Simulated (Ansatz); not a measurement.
Data:

Cu$_{3}$Au:
```cif
data_AuCu3
_chemical_formula_sum 'Cu3 Au1'
_space_group_name_H-M_alt 'P 1'
_space_group_IT_number 1
_cell_length_a 3.78088
_cell_length_b 3.78088
_cell_length_c 3.78088
_cell_angle_alpha 90.000
_cell_angle_beta 90.000
_cell_angle_gamma 90.000
loop_
_space_group_symop_operation_xyz
  'x, y, z'
loop_
_atom_site_label
_atom_site_type_symbol
_atom_site_fract_x
_atom_site_fract_y
_atom_site_fract_z
_atom_site_occupancy
Cu1 Cu 0.00000 0.50000 0.50000 1
Cu2 Cu 0.50000 0.00000 0.50000 1
Cu3 Cu 0.50000 0.50000 0.00000 1
Au1 Au 0.00000 0.00000 0.00000 1
```

This is the PBE-relaxed structure.

Task: All from plane-wave PAW PBE (Ansatz code), unless another level is named. Estimate the density of states at the Fermi level.

Result: 0.26 states/eV per atom (mean over ±0.08 eV).

Task: What about the formation energy from the elements (no fitted shifts)?

Result: -0.043 eV/atom.

Task: What about the gap with spin–orbit coupling?

Result: none (metallic).

Space group Pm-3m (Cu3Au type). The PBE relaxation kept the symmetry of its start; of distortions, only those at the zone centre were tested. The run is not spin-polarised. The references are the lowest solids computed at this level, not always the standard phases. Scalar-relativistic: spin–orbit coupling is off unless named, which matters more the heavier the elements.

Potentials: the later of the program's two PAW sets.
